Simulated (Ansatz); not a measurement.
Method: Ansatz 0.2.0, DFT PBE, scalar-relativistic, plane waves, PAW. All cells share a 420 eV cutoff and Γ-centred k meshes spaced at most about 0.3 Å⁻¹ (about 0.25 or finer for metals, 2π included). No spin polarisation in the final relaxations.

Temperature and zero-point effects are left out. All come from trial cells, and lower structures may exist.

Question: Order these relaxed structures of GeP5 by energy, lowest first, with the energy over the lowest of them.
A.

```
CELL_PARAMETERS angstrom
4.89723 0.00000 0.00000
-2.44861 4.24112 0.00000
0.00000 0.00000 4.74306
ATOMIC_POSITIONS crystal
Ge 0.00000 0.00000 0.00000
P 0.33333 0.66667 0.00000
P 0.66667 0.33333 0.00000
P 0.50000 0.00000 0.50000
P 0.50000 0.50000 0.50000
P 0.00000 0.50000 0.50000
```

B.

```
CELL_PARAMETERS angstrom
0.00000 3.70664 3.70664
3.70664 0.00000 3.70664
3.70664 3.70664 0.00000
ATOMIC_POSITIONS crystal
Ge 0.00000 0.00000 0.00000
P 0.75000 0.75000 0.75000
P 0.38862 0.83413 0.38862
P 0.38862 0.38862 0.83413
P 0.38862 0.38862 0.38862
P 0.83413 0.38862 0.38862
```

C.

```
CELL_PARAMETERS angstrom
-2.37278 2.37278 4.84509
2.37278 -2.37278 4.84509
2.37278 2.37278 -4.84509
ATOMIC_POSITIONS crystal
Ge 0.00000 0.00000 0.00000
P 0.35863 0.85863 0.50000
P 0.85863 0.35863 0.50000
P 0.64137 0.14137 0.50000
P 0.14137 0.64137 0.50000
P 0.50000 0.50000 0.00000
```

D.

```
CELL_PARAMETERS angstrom
6.14116 0.00000 0.00000
-3.07058 5.31840 0.00000
0.00000 0.00000 3.19610
ATOMIC_POSITIONS crystal
Ge 0.00000 0.00000 0.00000
P 0.50000 0.00000 0.00000
P 0.00000 0.50000 0.00000
P 0.50000 0.50000 0.00000
P 0.33333 0.66667 0.50000
P 0.66667 0.33333 0.50000
```

Answer: D (0 meV/atom), C (99 meV/atom), A (274 meV/atom), B (299 meV/atom). Forms: D P6/mmm; C I4/mmm; A P6/mmm; B F-43m. Counting P atoms around Ge (those within 1.25 times the shortest such distance or 1.15 times the sum of covalent radii, 1.27 where that leaves under three; a plus sign parts nearer from farther groups; the shortest distance is added where it exceeds 1.18 times the sum of covalent radii): D has Ge 6 from 3.1 Å; C has Ge 8+4 from 2.7 Å; A has Ge 6+12 from 2.8 Å; B has Ge 16 from 3.1 Å. D holds P–P bonds in all directions (shortest 2.39 Å); C holds P–P pairs (shortest 2.11 Å); A holds P–P nets (shortest 2.45 Å); B holds P–P units of three or more atoms (shortest 2.34 Å). Even the lowest lies +0.43 eV/atom against the elements.

No dispersion correction is applied, so the spacing and binding between layers, chains or molecules are poorly described (P6/mmm at 16.4 Å³/atom), and this can change margins and order among such cells. In P6/mmm at 17.4 Å³/atom, I4/mmm, P6/mmm at 16.4 Å³/atom, F-43m an odd number of electrons in the primitive cell allows no gap without spin; a larger cell or a magnetic state could open one. A magnetic state wasn't ruled out in cells without spin, among them P6/mmm at 17.4 Å³/atom, I4/mmm, P6/mmm at 16.4 Å³/atom, F-43m. Cells relaxed within their symmetry can be saddle points. Some types were kept out of the candidates beforehand, so the set may lack a known form.
